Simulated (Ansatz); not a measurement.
Q: Name crystals whose computed values (the program Ansatz at the r²SCAN+D4 level (PAW)) fall in these windows: B₀ by P(V) fit (GPa) 17 to 25; HSE06 gap (eV) 1.1 to 1.3.

A: 

```tsv
crystal	B₀ by P(V) fit (GPa)	HSE06 gap (eV)
InSe, P6_3/mmc (In on 4f, Se on 4f)	21.2	1.21
InSe, P-6m2 (In on 2g, In on 2h, Se on 2i, Se on 2h)	20.7	1.17
```
Others may fit too.

Not the usual ambient phase: InSe, P-6m2 (In on 2g, In on 2h, Se on 2i, Se on 2h). All cells were relaxed under the symmetry of their starts (and spin orders); stability against distortions was not tested throughout. Spin–orbit coupling is left out wherever it is not named.

Potentials: the later of the program's two PAW sets.
